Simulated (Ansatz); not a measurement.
An adatom of Al (last atom) in a relaxed place, one a cell, on the (111) face of Al; held atoms: 1, 2, 3, 4, 5, 6, 7, 8:

```xyz
17
Lattice="5.6324 0.0000 0.0000 -2.8162 4.8778 0.0000 0.0000 0.0000 25.8983" Properties=species:S:1:pos:R:3 pbc="T T T"
Al    1.4081    0.8130    8.5000
Al    0.0000    3.2519    8.5000
Al    4.2243    0.8130    8.5000
Al    2.8162    3.2519    8.5000
Al    2.8162    1.6259   10.7994
Al    1.4081    4.0649   10.7994
Al    0.0000    1.6259   10.7994
Al   -1.4081    4.0649   10.7994
Al   -1.3979    2.4448   13.0409
Al    0.0006    0.0003   13.0310
Al    1.3992    2.4449   13.0408
Al    2.8170   -0.0107   13.0408
Al    0.0004    3.2521   15.3897
Al    1.4554    0.8403   15.2903
Al    2.8168    3.1997   15.2914
Al    4.1794    0.8396   15.2914
Al    0.0033    0.0019   17.3590
```

The calculation used DFT PBE+D3(BJ), scalar-relativistic, plane waves, PAW in Ansatz 0.2.0. Plane waves to 420 eV, a k mesh through Γ of 6×6×1 on the computed 17-atom cell and Gaussian smearing (0.10 eV); no spin polarisation. The cell repeats along c with a dipole correction in the vacuum.

It hops 1.63 Å to the relaxed place at (-0.333, -0.166) in fractions of a and b. The path is a climbing-image nudged elastic band with five inner images; energies are free energies at this smearing.

**Question.** How high is the barrier for this hop?

**Answer.** 0.05 eV forward and 0.01 eV backward.

```
image path length, all atoms (Å) E − E_start (eV) adatom x (Å) y (Å) height over the top atom (Å)
    0                        0.00             0.000          0.00   0.00                          1.97
    1                        0.28             0.009         -0.22  -0.12                          1.97
    2                        0.57             0.028         -0.45  -0.26                          1.98
    3                        0.85             0.043         -0.69  -0.40                          2.05
    4                        1.13             0.049         -0.93  -0.54                          2.00
    5                        1.42             0.043         -1.17  -0.68                          1.99
    6                        1.71             0.037         -1.41  -0.81                          2.00
```

Other mechanisms, such as exchange with a surface atom, weren't sought.

An atom lies near a switch of its D3 coefficient C6 between reference coordination numbers, so the dispersion energy changes steeply there and can make or shift the minimum.

Cost: 1 run of about 11 core-minutes, on AMD EPYC 7R43 (Zen 3) (shared hosts).